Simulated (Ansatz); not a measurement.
**Calculated with Ansatz: Ga₂Sn, settings compared**

Input:

```yaml
crystal:
  lattice:
    - [2.509767, 4.347041, 0.0]
    - [-2.509767, 4.347041, 0.0]
    - [0.0, 0.0, 6.600813]
  atoms:
    - { symbol: Ga, position: [0.0, 0.0, 0.0] }
    - { symbol: Ga, position: [0.0, 0.0, 0.5] }
    - { symbol: Ga, position: [0.3333, 0.3334, 0.75] }
    - { symbol: Ga, position: [0.6666, 0.6667, 0.25] }
    - { symbol: Sn, position: [0.3333, 0.3334, 0.25] }
    - { symbol: Sn, position: [0.6666, 0.6667, 0.75] }
  symmetry: { tolerance: 0.0003 }
kpoints:
  mp_grid: { grid: [4, 4, 3], shift: [0, 0, 0] }
magnetization:
  spin_polarized: false
scf:
  occupations: { method: fermi_dirac }
hamiltonian:
  pseudopotentials: { kind: paw }
  xc: r2scan
basis:
  ecutwfc: 500
output:
  forces: true
  stress: true
  eigenvalues: true
  write_density: true
  write_potential: true
  elf: true
  volumetric_format: npy
```

Launch command:

```bash
ansatz run input.yaml --threads 1 --pin off --max-ram 2560MiB --backend cpu --events-out ev --progress --plain --runs-dir out
```

Origin of the cell: a known structure type with other elements, at an estimated volume, so it need not be a known compound.

The smearing width isn't typed, so it takes its default of 0.1 eV.

Output of this run (shortened):

```
Warning: the atoms were moved onto the symmetric positions of the space group found under crystal.symmetry.tolerance 3.0e-4 (fractional; no operation is sought that the atoms, as they stand i […]
Pseudopotentials: kind: paw
Pseudopotential: Ga, paw, valence charge 13, recommended cutoff 500 eV (meta_gga), Ga.paw.azcp
Pseudopotential: Sn, paw, valence charge 14, recommended cutoff 500 eV (meta_gga), Sn.paw.azcp
Functional definition: r2SCAN
  exchange = r2scan_x(k0 = k0, k1 = k1, a1 = a1)
  correlation = r2scan_c
Crystal: 6 atoms, lattice volume = 144.031 Å³
Basis set: ecut = 500 eV, 3595 PW (Γ), exchange–correlation on 160×160×200 points (64 copies of the dense FFT grid, shifted against one another)
Bands: 48, of which v1, the nominal top of the filled ones, is band 40 counted from 1 (39 counted from 0)
Symmetry: 24 space group operations
[… 8 lines left out …]
Initial density: superposition of atomic densities (neutral atoms: chi_scale 0, normalization atom), corrected by the library's trained network
Functional: x = r2scan, c = r2scan; τ floored in thin density (d = 2e-4 eV/Å³)
SCF iter   1: F=—  HF=-27236.650503 eV  Δρ=8.94e-3  dr2=7.32e-2  dr2_τ=1.85e-3  defer=1
SCF iter   2: F=—  HF=-27236.658053 eV  Δρ=3.27e-3  dr2=1.79e-2  dr2_τ=1.76e-4  defer=4
SCF iter   3: F=—  HF=-27236.657712 eV  Δρ=2.31e-3  dr2=9.46e-3  dr2_τ=3.48e-5  defer=4
SCF iter   4: F=—  HF=-27236.657239 eV  Δρ=5.02e-4  dr2=6.29e-4  dr2_τ=3.49e-6  defer=4
SCF iter   5: F=—  HF=-27236.657416 eV  Δρ=2.00e-4  dr2=5.68e-5  dr2_τ=9.92e-7  defer=4
SCF iter   6: F=—  HF=-27236.657440 eV  Δρ=7.86e-5  dr2=9.64e-6  dr2_τ=8.98e-8  defer=4
SCF iter   7: F=—  HF=-27236.657446 eV  Δρ=4.51e-5  dr2=3.36e-6  dr2_τ=2.87e-8  defer=4
SCF iter   8: F=—  HF=-27236.657447 eV  Δρ=1.70e-5  dr2=5.48e-7  dr2_τ=2.93e-9  defer=4
SCF iter   9: F=-27236.657447 eV  HF=-27236.657447 eV  Δρ=4.58e-6  dr2=4.31e-8  dr2_τ=2.08e-10
SCF 1 converged in 9 iterations: F = -27236.657447 eV  dr2 = 4.31e-8
SCF converged after 9 iterations
Free energy (F): -27236.657447 eV
Harris-Foulkes:  -27236.657447 eV  (|F-HF|=3.66e-8)
Internal energy: -27236.519309 eV  (E = F + TS)
E sigma→0 (E₀):  -27236.588378 eV
Entropy (-TS):   -0.138138 eV (-23.023 meV/atom)
Fermi energy:    8.631095 eV
--- Per-component energies (eV) ---
  E_band       = -445.736139
  E_kinetic    = 823.071948
  E_local      = -9328.444124  (includes V_loc(G=0)·N_el)
  E_nonlocal   = 1626.794233
  E_hartree    = 4621.368122
  E_xc         = -996.406241
  E_vxc        = -444.506600  (∫ρ·V_xc dr)
  E_paw        = -16313.641963  (= ΣΔE_a)
  E_vpaw       = -2392.241188  (= ΣTr[D̂ρ^β])
  E_aug_tail   = -0.000175  (compensation charges beyond the density's cutoff)
  E_vtau       = 26.853180  (kinetic-family band-sum trace: ∫τ·v_τ [+ j·A + Jᵃ·Aᵃ] dr)
  E_ewald      = -7668.119470
  E_core_change = -1.141640  (= ΣΔE_core)
  E_smearing   = -0.138138  (= −TS)
  Σ components = -27236.657447   (vs F -27236.657447, Δ=0.00e0)
--- Forces (eV/Å), atoms counted from 1 ---
  atom   1  Ga     0.000000     0.000000    -0.000000
  atom   2  Ga     0.000000     0.000000     0.000000
  atom   3  Ga    -0.000000     0.000000     0.000000
  atom   4  Ga    -0.000000    -0.000000    -0.000000
  atom   5  Sn     0.000000     0.000000     0.000000
  atom   6  Sn    -0.000000    -0.000000    -0.000000
  max |Σ_I F_I| component: 4.63e-18 eV/Å
--- Stress (GPa, compression-positive) ---
       -2.774623      -0.000000       0.000000
       -0.000000      -2.774623      -0.000000
        0.000000      -0.000000      -3.324152
  P = ⅓ Tr σ = -2.9578 GPa (-29.578 kbar)
```

The same input was run again with these changes:

1. `basis.ecutwfc` 500 → "250 eV"
2. `scf.occupations.method` fermi_dirac → cold; `scf.occupations.width` default → 0.1; `hamiltonian.xc` r2scan → pbe
3. `scf.convergence.dr2_threshold` default → 1.0e-08

| run | end | SCF iterations | P (GPa) | max force component (eV/Å) | moment (μB) | ΔE(σ→0) (meV/atom) |
| --- | --- | --- | --- | --- | --- | --- |
| base | converged | 9 | -2.96 | 0.000 | – | 0 |
| 1 | converged | 9 | -3.24 | 0.000 | – | 998.02 |
| 2 | converged | 8 | -1.44 | 0.000 | – | – |
| 3 | converged | 10 | -2.96 | 0.000 | – | 0.00 |

Energies are compared only where functional, datasets, charge and starting cell are the same.

Not properties of the system: run 1 (too coarse or loose: `basis.ecutwfc` = "250 eV").

Caveats of the base run: the k mesh is coarse if the cell is a metal.

Run 1: the cutoff lies below the datasets' advice.

The base run ran for 5.8 s on 1 thread of Intel(R) Xeon(R) 6975P-C (Granite Rapids), with other jobs on the host, peak memory 0.83 GiB, from the program's own first density.
